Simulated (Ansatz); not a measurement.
Cs2NaBiF6 in space group Fm-3m (No. 225; Cs on 8c, Na on 4b, Bi on 4a, F on 24e), the program Ansatz at the LDA level (PAW). The conduction-band minimum lies on the Γ–X line, 8 % of the way from Γ, with 6 equivalent valleys. Second derivatives d²E/dk² of the lowest band at one valley (eV·Å²), along Cartesian directions:

```tsv
direction	d²E/dk²
[100]	1.924
[010]	1.924
[001]	0.3964
[110]	1.941
[101]	1.181
[011]	1.181
```

**Question.** Find the principal effective masses, the density-of-states mass and the conductivity mass.

**Answer.** Off-diagonal terms follow from H_xy = H[110] − (H_xx + H_yy)/2, and m*/mₑ = 7.620 eV·Å² over each eigenvalue: 3.9, 4.0, 19. One valley's DOS mass (m₁m₂m₃)^(1/3) = 6.7, conductivity mass 3/(Σ 1/mᵢ) = 5.4 mₑ.

**Question.** What effective density of states Nc follows at 300 K for parabolic valleys?

**Answer.** Nc = 2.509e19 × 6 × (6.7)^(3/2) ≈ 2.6e21 cm⁻³.

**Question.** With the computed static dielectric constant 10.3 (mean of the diagonal), estimate a hydrogenic donor's binding energy and radius.

**Answer.** E = 13.606 eV × 5.4/10.3² ≈ 690 meV; a = 0.529 Å × ε/m* ≈ 1.0 Å. Semilocal masses tend to be too small where the gap is.

The first step of the workflow began from a Materials Project structure, measured or hypothetical; the Crystallography Open Database files this formula in space group No. 225, but the cells were not matched. Whether it is the stable phase at ambient conditions was not checked. Symmetry was held in the LDA relaxation; of distortions, only those at the zone centre were tested. Spin–orbit coupling is left out wherever it is not named.

Potentials: the later of the program's two PAW sets.
